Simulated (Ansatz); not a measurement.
**Ta2O5 (C2), comparing deformations**

Method: Ansatz, DFT r2SCAN, scalar-relativistic, plane waves, PAW. The runs took a 500 eV cutoff, a Γ-centred 6×6×6 mesh and Gaussian smearing (0.05 eV). Spin–orbit coupling is left out, which can shift energies with elements as heavy as these. No spin polarisation. Energies are free energies at this smearing, counted from the undisturbed cell; pressure is positive in compression.

Reference structure (relaxed at this level; it needn't be the usual structure):

```xyz
7
Lattice="3.0141 -2.5646 0.0081 3.0141 2.5646 0.0081 -2.7406 0.0000 5.0749" Properties=species:S:1:pos:R:3 pbc="T T T"
Ta    0.3443   -0.1931    1.4940
Ta    2.9432   -0.1931    3.5971
O     0.7862   -1.0676    3.2945
O    -1.5743   -0.3144    4.8730
O     1.6438    1.1447    2.5455
O     4.8619   -0.3144    0.2181
O     2.5013   -1.0676    1.7965
```

The cell is strained by ε times a Voigt pattern (xx, yy, zz, yz, xz, xy; engineering shear) with fractional coordinates fixed. τ = (1/V0) dE/dε comes from the stress tensor. Of each scan, only the three points used here are listed.

```csv
pattern,ε,τ (GPa)
"(1, 1, 0, 0, 0, 0)",-0.0150,-16.65
"(1, 1, 0, 0, 0, 0)",0.0000,0.00
"(1, 1, 0, 0, 0, 0)",0.0150,14.65
"(0, 0, 1, 0, 0, 0)",-0.0150,-9.99
"(0, 0, 1, 0, 0, 0)",0.0000,0.01
"(0, 0, 1, 0, 0, 0)",0.0150,9.05
"(1, -1, 0, 0, 0, 0)",-0.0050,-3.09
"(1, -1, 0, 0, 0, 0)",0.0000,0.01
"(1, -1, 0, 0, 0, 0)",0.0050,3.08
```

Q: Which constants do the scans give, and which deformation costs least for the same size of strain tensor?

A: The slope dτ/dε at zero (parabola through three points) is pᵀCp: (1, 1, 0, 0, 0, 0) gives C11 + C22 + 2 C12 = 1043 GPa; (0, 0, 1, 0, 0, 0) gives C33 = 635 GPa; (1, -1, 0, 0, 0, 0) gives C11 + C22 − 2 C12 = 618 GPa. The size of the strain tensor, ε:ε, is ε² times 2.0, 1.0, 2.0. Per unit of it the stiffnesses are 522, 635, 309 GPa, so (1, -1, 0, 0, 0, 0) is the softest of these: at ε:ε = (1 %)² the quadratic term costs 1.08 meV/atom against 2.22 for the stiffest. These are clamped-ion values.

Forces appear on the atoms along this scan, and letting them relax would lower the energy and soften the response.